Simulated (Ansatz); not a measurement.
# WSe₂: Field gradients at the nuclei

The cell is a COD entry, its atoms then relaxed with PBE in this cell.

```cif
data_WSe2
_symmetry_space_group_name_H-M 'P6_3/mmc'
_symmetry_Int_Tables_number 194
_cell_length_a 3.2900
_cell_length_b 3.2900
_cell_length_c 12.9700
_cell_angle_alpha 90.000
_cell_angle_beta 90.000
_cell_angle_gamma 120.000
loop_
_atom_site_label
_atom_site_type_symbol
_atom_site_symmetry_multiplicity
_atom_site_Wyckoff_symbol
_atom_site_fract_x
_atom_site_fract_y
_atom_site_fract_z
W W 2 c 0.3333 0.6667 0.2500
Se Se 4 f 0.3333 0.6667 0.6203
```

One atom of each set is listed.

All values are calculated (Ansatz; DFT, PBE, plane waves and PAW, scalar-relativistic, collinear spin, 420 eV cutoff, Γ-centred 15×15×4 k-points, Fermi–Dirac smearing 0.02 eV), not measured. Start moments as typed (μB): 2 on each W, none on the rest.

V_zz is the principal component of the electric field gradient with the largest magnitude, η = (V_xx − V_yy)/V_zz and C_Q = eQV_zz/h.

| site | atoms | first shell | V_zz (10²¹ V/m²) | η | C_Q (MHz) |
| --- | --- | --- | --- | --- | --- |
| W | 2 | 6 Se at 2.54 Å | -16.49 | 0.00 | – |
| Se | 4 | 3 W at 2.54 Å; also 6 Se at 3.29 Å | -7.27 | 0.00 | – |

An axis of threefold or higher order runs through W and Se, so V_zz lies along it and η is zero.

W, Se have no stable isotope with a ground-state quadrupole moment in the table, so no C_Q is given.

Without spin–orbit coupling the gradients at and beside W can be off by some per cent, at some sites by more. The start moments die out, and the run ends without spin.

The relaxation (3 steps) took 2.4 min of wall time (2.4 min of CPU time) and 1.2 GiB at its peak, on 1 thread of Intel Xeon 6975P-C (Granite Rapids) (x86_64; 16 cores open to the job, memory cap 3.0 GiB, no GPU), a shared host with a load of 0.5 a core.
